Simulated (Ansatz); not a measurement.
ZnCdS2 in space group P3m1 (No. 156; Zn on 1a, Cd on 1b, S on 1b, S on 1a), plane-wave PAW LDA (Ansatz code), all energies at zero smearing, with the estimated change up to a 700 eV cutoff added, with one set of potentials and settings (totals compare only within such a set). Cell of 4 atoms (1 Zn, 1 Cd, 2 S): -13105.959 eV.

| element | reference phase | E (eV/atom) |
|---|---|---|
| Zn | P6_3/mmc, 2 atoms in the cell | -3246.2618 |
| Cd | P6_3/mmc, 2 atoms in the cell | -8117.8923 |
| S | Fddd, 32 atoms in the cell | -869.4931 |

Formation energy per atom, worked out: (-13105.959 − 1×(-3246.2618) − 1×(-8117.8923) − 2×(-869.4931))/4 = -0.705 eV/atom (-68 kJ per mol of atoms), at 0 K, without zero-point energy or fitted corrections.

The first step of the workflow began from a Materials Project structure, measured or hypothetical; the Crystallography Open Database copy checked does not list it. Its standing as an ambient phase is unchecked. The cell was relaxed with LDA under the symmetry of its start; phonons on a q-mesh show no instability. The references are the lowest solids computed at this level, not always the standard phases.

Potentials: the later of the program's two PAW sets.
